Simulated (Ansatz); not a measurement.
The start is a relaxed ZrO2 cell shaken by Gaussian noise of σ = 0.08 Å a coordinate. Cell shape, volume and atoms are optimised at zero target pressure with r2SCAN (plane waves to 500 eV, PAW, scalar-relativistic; Ansatz, a program for electronic structure). The first steps use a coarse 4×4×4 k-mesh.

The start:
```yaml
crystal:
  lattice:
    - [5.15426, 0.00000, 0.00000]
    - [0.00000, 5.22574, 0.00000]
    - [-0.87172, 0.00000, 5.25957]
  atoms:
    - { symbol: Zr, position: [0.26527, 0.05086, 0.21569] }
    - { symbol: Zr, position: [0.71165, 0.53592, 0.31994] }
    - { symbol: Zr, position: [0.71695, 0.98396, 0.80107] }
    - { symbol: Zr, position: [0.28174, 0.44925, 0.70379] }
    - { symbol: O, position: [0.04260, 0.34773, 0.33007] }
    - { symbol: O, position: [0.93305, 0.83197, 0.16278] }
    - { symbol: O, position: [0.92775, 0.66196, 0.66776] }
    - { symbol: O, position: [0.07242, 0.17990, 0.84811] }
    - { symbol: O, position: [0.46704, 0.74824, 0.46953] }
    - { symbol: O, position: [0.56248, 0.22979, 0.04139] }
    - { symbol: O, position: [0.54025, 0.21813, 0.53853] }
    - { symbol: O, position: [0.45379, 0.72978, 0.97139] }
```

**Question.** How large is the pressure on the unrelaxed cell, and of which sign?

**Answer.** +4.4 GPa (positive: the cell is compressed).

**Question.** Which atoms feel the largest initial force, and how large is it?

**Answer.** 5.03 eV/Å, on Zr3 (atoms numbered as listed).

**Question.** How much energy is released per atom?

**Answer.** 0.12 eV/atom.

**Question.** How do the shortest distances between atoms change?

**Answer.** The closest pairs of elements (up to four, under 3.6 Å), start → end: O–Zr 1.95 → 2.05 Å; O–O 2.48 → 2.55 Å; Zr–Zr 3.28 → 3.35 Å.

**Question.** What band gap does the relaxed structure have at this level?

**Answer.** 4.16 eV, indirect (valence top at Γ, conduction bottom at Y2) (no spin-orbit coupling).

Final values are on a 5×5×5 k-mesh of the relaxed cell. No spin polarisation in the result.
